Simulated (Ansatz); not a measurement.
SiC (zinc blende), relaxed and computed with several functionals in Ansatz (plane waves, PAW).

```
functional       a (Å)    gap (eV)  B₀ by P(V) fit (GPa)
----------  ----------  ----------  --------------------
PBE         (withheld)  (withheld)            (withheld)
LDA              4.329        1.30                   230
HSE06            4.349        2.22                   233
```

Problem. Fill in the missing entries.

Solution. 
- PBE, a (Å): 4.380
- PBE, gap (eV): 1.37
- PBE, B₀ by P(V) fit (GPa): 213

All cells were relaxed under the symmetry of their starts (and spin orders); stability against distortions was not tested throughout.

Potentials: the earlier of the program's two PAW sets. The files were generated under PBE; for other functionals the program regenerates the frozen cores, and for LDA and PBEsol the local potential too.

Ansatz (a program for electronic structure) is a plane-wave DFT program.
